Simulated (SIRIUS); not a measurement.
# Parameter sweep on WSe2 (P6_3/mmc, 6 atoms in the cell; from Materials Project mp-1821)

```
WSe2
1.0
    3.31993     0.00000     0.00000
   -1.65996     2.87514     0.00000
    0.00000     0.00000    13.73719
W Se
2 4
Cartesian
  1.65997   0.95838  10.30289
  0.00000   1.91676   3.43430
  0.00000   1.91676  11.96509
  1.65997   0.95838   1.77210
  1.65997   0.95838   5.09650
  0.00000   1.91676   8.64069
```

Base run A: PBE, GBRV PBE ultrasoft pseudopotentials run with SIRIUS 7.12.0, self-consistent single point.

Its settings: parameters.ngridk = 6 6 2; parameters.xc_functionals = [XC_GGA_X_PBE, XC_GGA_C_PBE]; parameters.gk_cutoff = 6.325 1/bohr; parameters.pw_cutoff = 14.143 1/bohr; parameters.smearing = fermi_dirac; parameters.smearing_width = 0.00183747 Ha; potentials = GBRV PBE ultrasoft pseudopotentials; parameters.electronic_structure_method = pseudopotential; parameters.num_bands = 31; parameters.num_mag_dims = 0; parameters.num_dft_iter = 100; parameters.energy_tol = 1e-07 Ha; parameters.density_tol = 1e-06; mixer.type = broyden2; mixer.beta = 0.7; mixer.use_hartree = false.

Spin-orbit coupling is left out, which matters for bands and gaps with elements this heavy. The structure comes from a collection of computed structures, made at another level of theory; the collection holds predicted forms beside known ones.

ΔF is the free energy per atom less that of run A. 

A variant of run A gave: the free energy falls by 2.5 meV/atom, the pressure goes from 0.85 to -0.54 GPa, the largest force goes from 0.289 to 0.003 eV/Å and the gap on the mesh goes from 1.223 to 1.251 eV.

Q: Name the change that produced these shifts.
A. lattice vector c scaled by 1.02
B. lattice vector c scaled by 1.01
C. lattice vector c scaled by 0.99
D. lattice vector c scaled by 0.98

A: B, lattice vector c scaled by 1.01. That run gave: ΔF (meV/atom) -2.5; pressure (GPa) -0.54; largest force (eV/Å) 0.003; gap on the mesh (eV) 1.251.

The base and the other variants:

```tsv
change	ΔF (meV/atom)	pressure (GPa)	largest force (eV/Å)	gap on the mesh (eV)
base	0.00	0.85	0.289	1.223
lattice vector c scaled by 0.98	15.3	3.87	0.897	1.078
lattice vector c scaled by 0.99	5.9	2.32	0.587	1.195
lattice vector c scaled by 1.02	-1.77	-1.85	0.271	1.261
```
